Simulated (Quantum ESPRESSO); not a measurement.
# Moving one atom in Al3MgN3O

These are calculations, not measurements. They come from pw.x of Quantum ESPRESSO 7.5, a plane-wave density functional program, with PseudoDojo standard norm-conserving files (v0.5 for PBE, v0.4.1 for LDA and PBEsol). The cells are made up: elements, strain and atom displacements were drawn at random, and nothing was relaxed. There is no spin polarisation, spin-orbit coupling or dispersion term.

The cell has 8 sites of a rocksalt lattice. Sites 1 to 4 hold Al Al Mg Al; sites 5 to 8 hold N N N O. Cell vectors in Å: (4.180, 0.000, 0.000); (0.000, 4.180, 0.000); (0.000, 0.000, 4.180). Settings: PBE, cutoff 1143 eV, 4 x 4 x 4 k mesh shifted by half a step, Fermi-Dirac smearing of 0.025 eV.

Each run shifts the N atom on site 6 along y and leaves all else fixed. Site 3 is one of its nearest neighbours. E is the free energy of the cell above the lowest run shown. The last column is band 21 less band 20 at Gamma, from a band step after each run.

```
run  shift (Å)  Fy on site 6 (eV/Å)  Fy on site 3 (eV/Å)  P (GPa)  E (meV)  level step at Gamma (eV)
  1    -0.1650                4.505               -2.758    -1.19    439.1                     1.987
  2    -0.0631                2.108               -1.426    -2.82    107.3                     1.965
  4     0.0724               -0.458               -0.257    -3.49      0.0                     1.961
  5     0.0921               -0.811               -0.105    -3.45     12.5                     1.964
  6     0.1438               -1.750                0.302    -3.21     78.6                     1.969
  7     0.1605               -2.061                0.441    -3.08    110.4                     1.971
  3    -0.0274                    ?                    ?        ?        ?                         ?
```

A rerun of one of these cells at 1437 eV and k mesh 6 x 6 x 6 moved values by no more than 0.004 eV in the cell's energy, 0.02 GPa in stress and 0.002 eV/Å in force.

## Worked fit

A parabola through the six runs shown gives Fy on site 6 = 0.880 - 19.91 u + 11.4 u² eV/Å, with u in Å and a scatter of 0.063 eV/Å. Minus the slope, 19.91 ± 1.09 eV/Å², is this atom's force constant along y at u = 0, with its periodic images moving too. The fitted force vanishes at u = 0.045 Å, where the energy should be lowest along this line. The error is the larger of the fit's own and the change that a cubic makes, rounded up.

## Withheld run

Question: what Fy on site 6 should run 3 give?

The fit gives 1.434 eV/Å. The calculation gave 1.389 eV/Å.

```
run,shift (Å),Fy on site 6 (eV/Å),Fy on site 3 (eV/Å),P (GPa),E (meV),level step at Gamma (eV)
3,-0.0274,1.389,-1.076,-3.15,45.1,1.960
```